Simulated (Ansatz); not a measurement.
The start is a randomly generated symmetric cell of AlNi (space group No. 123). The cell and all atomic positions are relaxed at zero pressure with PBEsol (plane waves to 420 eV, PAW, scalar-relativistic; Ansatz, a program for electronic structure). The first steps use a coarse 8×8×8 k-mesh.

Starting cell:
```
CELL_PARAMETERS angstrom
      4.32770     0.00000     0.00000
      0.00000     4.32770     0.00000
      0.00000     0.00000     4.14673
ATOMIC_POSITIONS crystal
  Al 0.50000 0.50000 0.50000
  Al 0.00000 0.00000 0.00000
  Al 0.50000 0.50000 0.00000
  Ni 0.50000 0.00000 0.00000
  Ni 0.00000 0.50000 0.00000
  Ni 0.00000 0.00000 0.50000
```
Spin-polarised start, with parallel moments on Ni.

**Question.** What pressure does the first self-consistent step give?

**Answer.** +32.6 GPa (positive: the cell is compressed).

**Question.** By how much does the energy per atom fall from start to end?

**Answer.** 0.38 eV/atom.

**Question.** How do the shortest distances between atoms change?

**Answer.** The closest pairs of elements (up to four, under 3.6 Å), start → end: Al–Ni 2.07 → 2.25 Å; Al–Al 2.07 → 2.41 Å; Ni–Ni 3.00 → 3.19 Å.

**Question.** Is the relaxed structure metallic? Give its gap.

**Answer.** Zero (metallic).

**Question.** What magnetic moments remain?

**Answer.** Zero (the starting moments vanished).

**Question.** Write out the relaxed structure.

**Answer.** 
Space group P4/mmm (No. 123); a = b = 4.506 Å, c = 4.817 Å, α = β = γ = 90.00°

```tsv
atom	site	symmetry	x	y	z
Al	1d	4/mmm	0.5000	0.5000	0.5000
Al	1a	4/mmm	0.0000	0.0000	0.0000
Al	1c	4/mmm	0.5000	0.5000	0.0000
Ni	2f	mmm.	0.0000	0.5000	0.0000
Ni	1b	4/mmm	0.0000	0.0000	0.5000
```

The space group stays P4/mmm (No. 123) (the run could not lower it), with 6 atoms in the primitive cell. Final values are on a 10×10×10 k-mesh of the relaxed cell. No spin polarisation in the result: the starting moments vanished. A magnetic state may lie lower.

The run could not lower the symmetry of its start; a shaken copy of this end point relaxes with PBEsol to P1 (No. 1), 1.14 eV/atom lower.

The relaxed structure here is a generated cell of AlNi: the first start was made by a random draw of sites in a space group, and the end was not matched to a known phase here, so it may be hypothetical. Known forms of AlNi include space group No. 221.
